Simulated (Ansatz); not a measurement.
V₂GeO₂ (P-3m1) at 3 levels of theory

One geometry, relaxed with PBE; plane waves with PAW potentials in Ansatz, scalar-relativistic. Collinear spin; the first row ends at 3.6 μB a primitive cell. +U rows take U_eff V 3.25 eV on the d shells. Gaps are the least over mesh and band path; pressure is positive in compression.

```cif
data_structure
_symmetry_space_group_name_H-M 'P-3m1'
_symmetry_Int_Tables_number 164
_cell_length_a 3.0676
_cell_length_b 3.0676
_cell_length_c 8.6934
_cell_angle_alpha 90.000
_cell_angle_beta 90.000
_cell_angle_gamma 120.000
_cell_volume 70.85
loop_
_atom_site_label
_atom_site_type_symbol
_atom_site_symmetry_multiplicity
_atom_site_Wyckoff_symbol
_atom_site_fract_x
_atom_site_fract_y
_atom_site_fract_z
_atom_site_occupancy
V1 V 2 d 0.33333 0.66667 0.23944 1
Ge1 Ge 1 a 0.00000 0.00000 0.00000 1
O1 O 2 d 0.66667 0.33333 0.32204 1
```

```csv
level,cutoff (eV),k mesh,gap (eV),pressure (GPa),largest moment (μB)
PBE,420,12×12×4,0,0.0,1.31
```

Problem. What comes out on the same cell with r2SCAN, PBE+U?

Solution.
```tsv
level	cutoff (eV)	k mesh	gap (eV)	pressure (GPa)	largest moment (μB)
r2SCAN	500	12×12×4	0	-1.2	1.45
PBE+U	420	12×12×4	0	7.5	1.50
```

The state reached may not be the lowest one. Moments started parallel, and an antiferromagnetic order may lie lower. The cell holds layers, chains or molecules and no dispersion correction was added, so their binding is poorly described.

It was reached by relaxing an invented guess, and it needn't be the stable form of this composition.
